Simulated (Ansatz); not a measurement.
Each is relaxed and computed with DFT-LDA in the program Ansatz with PAW potentials. Which is the only one with a gap?
A. Mo2C, P-3m1 (Mo on 2d, C on 1b)
B. CaH2O2, P-3m1 (Ca on 1a, H on 2d, O on 2d)
C. Ta2C, P-3m1 (Ta on 2d, C on 1a)
D. CaSi2, R-3m (Ca on 6c, Si on 6c, Si on 6c)

B, CaH2O2, P-3m1 (Ca on 1a, H on 2d, O on 2d). CaH2O2: gap 4.35 eV (direct); Ta2C: metal; CaSi2: metal; Mo2C: metal. Standing as an ambient phase not checked: CaH2O2, P-3m1 (Ca on 1a, H on 2d, O on 2d); Ta2C, P-3m1 (Ta on 2d, C on 1a); CaSi2, R-3m (Ca on 6c, Si on 6c, Si on 6c); Mo2C, P-3m1 (Mo on 2d, C on 1b). Weakly bound layers, chains or molecules computed without a dispersion correction, so cells and soft constants are ill determined: CaH2O2, P-3m1 (Ca on 1a, H on 2d, O on 2d). All cells were relaxed under the symmetry of their starts (and spin orders); stability against distortions was not tested throughout. Rows with no word on spin ran without spin polarisation. Spin–orbit coupling is left out wherever it is not named.

Potentials: the later of the program's two PAW sets.
